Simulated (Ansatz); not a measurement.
Given:

SiO2 (space group P4_32_12)

```xyz
12
Lattice="4.9458 0.0000 0.0000 0.0000 4.9458 0.0000 0.0000 0.0000 6.8736" Properties=species:S:1:pos:R:3 pbc="T T T"
Si     0.9687     0.9687     0.0000
Si     1.5042     3.4416     5.1552
Si     3.9771     3.9771     3.4368
Si     3.4416     1.5042     1.7184
O      3.0311     3.6471     4.6954
O      3.7717     0.5582     2.9770
O      1.9148     1.2987     1.2586
O      1.1742     4.3877     6.4137
O      0.5582     3.7717     3.8966
O      1.2987     1.9148     5.6150
O      4.3877     1.1742     0.4598
O      3.6471     3.0311     2.1782
```

A phonon eigenvector at Γ is frozen into this cell: atom i moves by Q times the vector below, so Q is the largest atomic displacement, in Å. The cell is held.

| atom | x | y | z |
|---|---|---|---|
| Si1 | 0.419 | 0.419 | 0.000 |
| Si2 | -0.419 | 0.419 | 0.000 |
| Si3 | -0.419 | -0.419 | 0.000 |
| Si4 | 0.419 | -0.419 | 0.000 |
| O5 | 0.780 | 0.186 | -0.598 |
| O6 | -0.186 | 0.780 | -0.598 |
| O7 | -0.780 | -0.186 | -0.598 |
| O8 | 0.186 | -0.780 | -0.598 |
| O9 | 0.780 | -0.186 | 0.598 |
| O10 | -0.186 | -0.780 | 0.598 |
| O11 | -0.780 | 0.186 | 0.598 |
| O12 | 0.186 | 0.780 | 0.598 |

Level of theory: LDA (plane waves to 420 eV, PAW, scalar-relativistic; Ansatz, an electronic-structure program). k mesh 6×6×4 (Γ-centred), Fermi-Dirac smearing 0.05 eV. E stands for the smeared free energy. SiO2 was relaxed with its symmetry unable to fall. The zero of ΔE is the undisplaced structure.

The scan covers Q from -0.100 to 0.100 Å in 13 points.

### Question
Is this a single well or a double well?

### Answer
A single well with its minimum at or next to zero displacement.

### Question
What is the energy change at Q = 0.100 Å?

### Answer
3708 meV/cell.

### Question
What harmonic wavenumber does the curvature at Q = 0 give?

### Answer
1078 cm⁻¹.

(For displaced atoms, the force is minus the slope of the energy, and its curvature is a force constant, which sets phonon frequencies.)
